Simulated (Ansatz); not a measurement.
Input file for Ansatz (a first-principles code):

Ansatz 0.2 input:
```yaml
crystal:
  lattice:
    - [3.1717051528, 0.0, 0.0]
    - [-1.5858525764, 2.7467772357, 0.0]
    - [0.0, 0.0, 12.5516501987]
  atoms:
    - { symbol: W, position: [0.3333333333, 0.6666666667, 0.25] }
    - { symbol: W, position: [0.6666666667, 0.3333333333, 0.75] }
    - { symbol: S, position: [0.3333333333, 0.6666666667, 0.6256678034] }
    - { symbol: S, position: [0.6666666667, 0.3333333333, 0.1256678034] }
    - { symbol: S, position: [0.6666666667, 0.3333333333, 0.3743321966] }
    - { symbol: S, position: [0.3333333333, 0.6666666667, 0.8743321966] }
kpoints:
  mp_grid: { grid: [10, 10, 3] }
hamiltonian:
  xc: r2scan
  dispersion: d4
  pseudopotentials: { kind: paw }
scf:
  occupations: { method: fixed }
phonons:
  method: dfpt
  response_accuracy: low
  eigenvectors: true
  rigid_motions: translations
  dielectric: true
  raman: true
```

Output (shortened):

```
Pseudopotential: W, paw, valence charge 14
Pseudopotential: S, paw, valence charge 6
Functional definition: r2SCAN
Crystal: 6 atoms, lattice volume = 109.350 Å³
Basis set: ecut = 500 eV, 2763 PW (Γ), exchange–correlation on 120×120×480 points (125 copies of the dense FFT grid, shifted against one another)
Bands: 32, of which v1, the nominal top of the filled ones, is band 26 counted from 1 (25 counted from 0)
Symmetry: 24 space group operations
k-points: 86 of 300 (irreducible under 2 space group operations, time reversal used)
SCF iter   1: F=—  HF=-24424.070122 eV  |F-HF|=—  |Δ(HF+E_count)|=         —  Δρ=7.91e-3  dr2=4.57e-2  dr2_τ=1.67e-1  ethr=1.77e-3  ⟨swp⟩=5.0  Hψ=11155  notcnv=0  defer=250
preconditioner: auto → Resta (q_TF=auto, 2.410 Å⁻¹)
SCF iter   2: F=—  HF=-24424.209248 eV  |F-HF|=—  |Δ(HF+E_count)|=   1.39e-1  Δρ=4.62e-3  dr2=1.50e-2  dr2_τ=2.13e-3  ethr=8.79e-5  ⟨swp⟩=2.4  Hψ=5214  notcnv=0  defer=336
SCF iter   3: F=—  HF=-24424.213559 eV  |F-HF|=—  |Δ(HF+E_count)|=   4.31e-3  Δρ=2.59e-3  dr2=3.31e-3  dr2_τ=4.10e-4  ethr=2.88e-5  ⟨swp⟩=2.1  Hψ=3589  notcnv=0  defer=342
SCF iter   4: F=—  HF=-24424.216400 eV  |F-HF|=—  |Δ(HF+E_count)|=   2.84e-3  Δρ=9.45e-4  dr2=5.74e-4  dr2_τ=3.50e-5  ethr=6.37e-6  ⟨swp⟩=2.3  Hψ=4267  notcnv=0  defer=344
SCF iter   5: F=—  HF=-24424.216778 eV  |F-HF|=—  |Δ(HF+E_count)|=   3.78e-4  Δρ=1.56e-4  dr2=2.83e-5  dr2_τ=1.23e-6  ethr=1.10e-6  ⟨swp⟩=2.3  Hψ=4185  notcnv=0  defer=344
SCF iter   6: F=—  HF=-24424.216786 eV  |F-HF|=—  |Δ(HF+E_count)|=   7.18e-6  Δρ=2.66e-5  dr2=1.29e-6  dr2_τ=2.40e-8  ethr=5.44e-8  ⟨swp⟩=2.0  Hψ=4112  notcnv=0  defer=147
SCF iter   7: F=—  HF=-24424.216788 eV  |F-HF|=—  |Δ(HF+E_count)|=   2.23e-6  Δρ=4.63e-6  dr2=2.70e-8  dr2_τ=9.20e-10  ethr=2.49e-9  ⟨swp⟩=2.0  Hψ=4528  notcnv=0  defer=134
SCF iter   8: F=—  HF=-24424.216788 eV  |F-HF|=—  |Δ(HF+E_count)|=   1.26e-8  Δρ=5.15e-7  dr2=2.86e-10  dr2_τ=1.18e-11  ethr=5.18e-11  ⟨swp⟩=2.0  Hψ=4191  notcnv=0  defer=134
SCF iter   9: F=-24424.216788 eV  HF=-24424.216788 eV  |F-HF|=1.46e-11  |Δ(HF+E_count)|=  2.84e-10  Δρ=1.02e-7  dr2=1.34e-11  dr2_τ=5.80e-13  ethr=1.00e-12  ⟨swp⟩=13.5  Hψ=18903  notcnv=0
SCF 1 converged in 9 iterations: F = -24424.216788 eV  dr2 = 1.34e-11
NSCF: frozen V_eff on 5 k-points
DFPT response loops at Γ: preconditioner auto → Resta (q_TF=auto, 2.410 Å⁻¹)  ε∞=6.9 (no band partly filled) …
── the response to a field inside a basis, on 12×12×4 k-points: an SCF that follows is theirs, and a resumed run solves both again ──
Crystal: 6 atoms, lattice volume = 109.350 Å³
Bands: 27, of which v1, the nominal top of the filled ones, is band 26 counted from 1 (25 counted from 0)
k-points: 84
SCF iter   1: F=—  HF=-24424.128395 eV  |F-HF|=—  |Δ(HF+E_count)|=         —  Δρ=2.73e-4  dr2=2.29e-5  dr2_τ=1.32e-5  ethr=1.00e-1
preconditioner: auto → Resta (q_TF=auto, 2.410 Å⁻¹)
SCF iter   2: F=—  HF=-24424.128419 eV  |F-HF|=—  |Δ(HF+E_count)|=   2.41e-5  Δρ=1.53e-4  dr2=7.88e-6  dr2_τ=1.38e-6  ethr=4.40e-8
SCF iter   3: F=—  HF=-24424.128430 eV  |F-HF|=—  |Δ(HF+E_count)|=   1.15e-5  Δρ=2.72e-5  dr2=1.42e-6  dr2_τ=3.64e-7  ethr=1.51e-8
SCF iter   4: F=—  HF=-24424.128430 eV  |F-HF|=—  |Δ(HF+E_count)|=   1.07e-8  Δρ=8.24e-6  dr2=7.16e-8  dr2_τ=3.79e-9  ethr=2.73e-9
SCF iter   5: F=—  HF=-24424.128431 eV  |F-HF|=—  |Δ(HF+E_count)|=   1.27e-7  Δρ=1.55e-6  dr2=2.24e-9  dr2_τ=5.65e-10  ethr=1.38e-10
SCF iter   6: F=—  HF=-24424.128430 eV  |F-HF|=—  |Δ(HF+E_count)|=   1.20e-8  Δρ=4.85e-7  dr2=2.30e-10  dr2_τ=1.24e-11  ethr=4.31e-12
SCF iter   7: F=-24424.128430 eV  HF=-24424.128430 eV  |F-HF|=7.28e-12  |Δ(HF+E_count)|=   5.06e-9  Δρ=8.75e-8  dr2=1.85e-11  dr2_τ=7.16e-13  ethr=1.00e-12
SCF 1 converged in 7 iterations: F = -24424.128430 eV  dr2 = 1.85e-11
DFPT response loops at Γ: preconditioner auto → Resta (q_TF=auto, 2.410 Å⁻¹)  ε∞=6.8 (no band partly filled) …
DFPT response loops at Γ: mixed as the last ones told, above
SCF converged after 9 iterations
Free energy (F): -24424.216788 eV
Harris-Foulkes:  -24424.216788 eV  (|F-HF|=1.46e-11)
Internal energy: -24424.216788 eV  (E = F + TS)
E sigma→0 (E₀):  -24424.216788 eV
Fermi energy:    11.132383 eV
--- Per-component energies (eV) ---
  E_band       = -436.909598
  E_kinetic    = 1334.041810
  E_local      = -3682.366726  (includes V_loc(G=0)·N_el)
  E_nonlocal   = 115.569934
  E_hartree    = 1469.478184
  E_xc         = -867.008998
  E_vxc        = -900.414706  (∫ρ·V_xc dr)
  E_paw        = -19624.432244  (= ΣΔE_a)
  E_vpaw       = -287.215537  (= ΣTr[D̂ρ^β])
  E_aug_tail   = -0.000096  (compensation charges beyond the density's cutoff)
  E_vtau       = 44.519407  (kinetic-family band-sum trace: ∫τ·v_τ [+ j·A + Jᵃ·Aᵃ] dr)
  E_ewald      = -3166.954956
  E_disp       = -0.928732  (pairwise vdW)
  E_core_change = -1.614965  (= ΣΔE_core)
  E_smearing   =  0.000000  (= −TS)
  E_closure    = 0.000000  (closes the sum)
  Σ components = -24424.216788   (vs F -24424.216788, Δ=0.00e0)
  [band-id]    e_kinetic+e_local+e_nonlocal+2·e_hartree+e_vxc+e_vpaw+e_augmentation_tail+e_vtau = -436.909545   (vs E_band -436.909598, Δ=5.31e-5)
--- Band table (eV; the first three rows and the last of 86) ---
  k-point 0: bands = ["-65.3884", "-65.3884", "-29.0320", "-29.0320", "-28.8658", "-28.8658", "-28.8658", "-28.8658", "-5.1574", "-4.9797", "-3.4928", "-3.1485", "3.3476", "4.2600", "7.3106", "7.4150", "7.4150", "7.4265", "7.4265", "8.6950", "8.6950", …
  k-point 1: bands = ["-65.3884", "-65.3884", "-29.0320", "-29.0320", "-28.8658", "-28.8658", "-28.8657", "-28.8657", "-5.1181", "-5.0300", "-3.4027", "-3.2313", "3.5396", "3.9845", "7.4178", "7.4178", "7.4235", "7.4235", "7.7461", "8.6618", "8.7052", …
  k-point 2: bands = ["-65.3865", "-65.3865", "-29.0253", "-29.0253", "-28.9020", "-28.9019", "-28.8741", "-28.8741", "-4.9844", "-4.8069", "-3.4236", "-3.0943", "3.5520", "4.4627", "6.9853", "7.0076", "7.0189", "7.5780", "7.5963", "8.0692", "8.4308", …
  k-point 85: bands = ["-65.3687", "-65.3687", "-29.1756", "-29.1756", "-29.0135", "-29.0135", "-28.9614", "-28.9614", "-2.8951", "-2.8481", "-2.5560", "-2.5053", "4.3184", "4.3959", "4.9247", "4.9664", "5.9030", "6.0505", "6.6704", "6.8828", "7.1666", …
--- Phonons (Γ-DFPT): 4 representative perturbations + reference, on 86 of 300 k-points (Σ response iterations 26) ---
  ASR residual: 3.672e-4 → 0.000e0 eV/Å²; symmetrization residual: 8.889e-5 eV/Å²
  pairwise dispersion correction: d4 (s6 = 1.0, s8 = 0.6018749, s9 = 1.0, a1 = 0.51559235, a2_bohr = 5.77342911), with the weights of each atom's references …
  ASR residual per site (eV/Å²): 3.08e-4 3.08e-4 3.67e-4 3.67e-4 3.67e-4 3.67e-4
  Γ frequencies (cm⁻¹): 0.00 0.00 0.00 23.47 23.47 41.10 296.09 296.09 298.12 298.12 355.96 355.96 356.32 356.32 421.35 426.80 438.38 442.42
  ε∞ (high-frequency dielectric tensor):
       13.197717     0.000000     0.000000
        0.000000    13.197717     0.000000
        0.000000     0.000000     5.310969
  ε⁰ (static dielectric tensor: ions relaxed, cell fixed):
       13.223295     0.000000     0.000000
        0.000000    13.223295     0.000000
        0.000000     0.000000     5.320929
  ε⁰ − ε∞ (ionic part):
        0.025578     0.000000     0.000000
        0.000000     0.025578     0.000000
        0.000000     0.000000     0.009960
  softest optical mode at Γ: 23.47 cm⁻¹; the repairs (sum rule, projections) moved no ω² at Γ by more than (4.08 cm⁻¹)²
  Born effective charges Z* (e; rows j = field, columns β = displacement):
    site 0:
        -0.41375    0.00000    0.00000
         0.00000   -0.41375    0.00000
         0.00000    0.00000   -0.31798
    site 1:
        -0.41375    0.00000    0.00000
         0.00000   -0.41375    0.00000
         0.00000    0.00000   -0.31798
    site 2:
         0.20688    0.00000    0.00000
         0.00000    0.20688    0.00000
         0.00000    0.00000    0.15899
    site 3:
         0.20688    0.00000    0.00000
         0.00000    0.20688    0.00000
         0.00000    0.00000    0.15899
    site 4:
         0.20688    0.00000    0.00000
         0.00000    0.20688    0.00000
         0.00000    0.00000    0.15899
    site 5:
         0.20688    0.00000    0.00000
         0.00000    0.20688    0.00000
         0.00000    0.00000    0.15899
  Z* charge neutrality: 1.042e-2 e pre-enforcement
  solved inside a basis spanned on kpoints, on 12×12×4 k-points transformed towards the longest dipole …
  Raman tensors (in the event stream and the table raman_tensors.tsv) …
  optical modes at Γ without the LO–TO term, one row a degenerate level:
      ω (cm⁻¹)  modes    IR ((D/Å)²/amu)  static Raman (Å⁴/amu)  depolarisation
         23.47      2             0.0000                 0.6228           0.750
         41.10      1             0.0000                 0.0000               —
        296.09      2             0.0000                 0.0000               —
        298.12      2             0.0000                 1.9149           0.750
        355.96      2             0.3323                 0.0000               —
        356.32      2             0.0000               970.9784           0.750
        421.35      1             0.0000                 0.0000               —
        426.80      1             0.0000               790.8530           0.094
        438.38      1             0.0981                 0.0000               —
        442.42      1             0.0000                 0.0000               —
  optical modes at Γ + LO–TO along q̂ = [1.0000, 0.0000, 0.0000]:
      ω (cm⁻¹)  modes    IR ((D/Å)²/amu)  static Raman (Å⁴/amu)  depolarisation
         23.47      2             0.0000                 0.6228           0.750
         41.10      1             0.0000                 0.0000               —
        296.09      2             0.0000                 0.0000               —
        298.12      2             0.0000                 1.9149           0.750
        355.96      1             0.1662                 0.0000               —
        356.31      1             0.1662                 0.0000               —
        356.32      2             0.0000               970.9784           0.750
        421.35      1             0.0000                 0.0000               —
        426.80      1             0.0000               790.8530           0.094
        438.38      1             0.0981                 0.0000               —
        442.42      1             0.0000                 0.0000               —
  optical modes at Γ + LO–TO along q̂ = [0.0000, 1.0000, 0.0000]:
      ω (cm⁻¹)  modes    IR ((D/Å)²/amu)  static Raman (Å⁴/amu)  depolarisation
         23.47      2             0.0000                 0.6228           0.750
         41.10      1             0.0000                 0.0000               —
        296.09      2             0.0000                 0.0000               —
        298.12      2             0.0000                 1.9149           0.750
        355.96      1             0.1662                 0.0000               —
        356.31      1             0.1662                 0.0000               —
        356.32      2             0.0000               970.9784           0.750
        421.35      1             0.0000                 0.0000               —
        426.80      1             0.0000               790.8530           0.094
        438.38      1             0.0981                 0.0000               —
        442.42      1             0.0000                 0.0000               —
  optical modes at Γ + LO–TO along q̂ = [0.0000, 0.0000, 1.0000]:
      ω (cm⁻¹)  modes    IR ((D/Å)²/amu)  static Raman (Å⁴/amu)  depolarisation
         23.47      2             0.0000                 0.6228           0.750
         41.10      1             0.0000                 0.0000               —
        296.09      2             0.0000                 0.0000               —
        298.12      2             0.0000                 1.9149           0.750
        355.96      2             0.3323                 0.0000               —
        356.32      2             0.0000               970.9784           0.750
        421.35      1             0.0000                 0.0000               —
        426.80      1             0.0000               790.8530           0.094
        438.79      1             0.0981                 0.0000               —
        442.42      1             0.0000                 0.0000               —
```

Cost: roughly 70 core-minutes on shared cores.

Space group P6_3/mmc. Symmetry was held in the r²SCAN+D4 relaxation; of distortions, only those at the zone centre were tested. No spin polarisation was allowed. Scalar-relativistic: spin–orbit coupling is off unless named, which matters more the heavier the elements.

Potentials: the later of the program's two PAW sets.

Ansatz is a plane-wave DFT program.
